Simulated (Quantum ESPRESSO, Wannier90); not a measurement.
Wannier functions of InSe (C2/m)

```
CELL_PARAMETERS angstrom
      0.00000     4.10930     0.00000
     -1.72323     0.00000     4.77135
      5.82639    -2.05465     0.00000
ATOMIC_POSITIONS crystal
  In 0.11180 0.95316 0.22360
  In 0.88820 0.04684 0.77640
  Se 0.33907 0.33104 0.67814
  Se 0.66093 0.66896 0.32186
```

Structure: Materials Project mp-21405, symmetrised, not relaxed again. Not found in the COD (Crystallography Open Database) copy used, which has the formula in other groups; not checked further. Level: PBEsol, no spin polarisation, no spin-orbit coupling; pw.x of Quantum ESPRESSO at 69 Ry with PseudoDojo potentials, 8×6×8 k-points, Wannier90. Density: 8×6×8 mesh, cold smearing 0.01 Ry. The cell is built of weakly bound layers, chains or molecules, whose nearest atoms lie 3.55 Å apart. Database cells relaxed without dispersion often hold them too far apart, which can enlarge gaps and weakens couplings between them; spacing and stacking were not compared with the measured crystal. Spin-orbit coupling is left out although heavy elements are present.

Valence charges of the files: In 13, Se 16. 46 bands were computed.

Isolated groups of bands, relative to the valence-band maximum (bands from 30 on overlap up to the last one computed):

```
bands  from (eV)  to (eV)  filling              weight on atomic waves
-----  ---------  -------  -------  ----------------------------------
1–10      -47.09   -47.03   filled                         Se 3d 100 %
11–20     -14.45   -13.77   filled                          In 4d 97 %
21–22     -13.13   -11.42   filled  Se 4s 69 %, In 5p 14 %, In 4d 11 %
23–29      -6.20     0.00   filled  Se 4p 63 %, In 5p 19 %, In 5s 15 %
```

Wanted is a model with the orbitals In s p, Se s p, without the filled groups that are mainly made of other shells (semicore states, and anion s where it isn't named); all higher bands stay in for disentanglement.

Give num_wann, exclude_bands and num_bands, and the number of electrons that the model holds.

Electrons: 2×13 + 2×16 = 58, which fill 29 bands.
num_wann = 2×4 + 2×4 = 16.
exclude_bands = 1-20, 20 bands, so num_bands = 46 − 20 = 26.
The model holds 58 − 2×20 = 18 electrons. With the window frozen to 2.61 eV it follows pw.x to 1.9 meV rms (states up to 2.1 eV relative to the valence-band maximum).
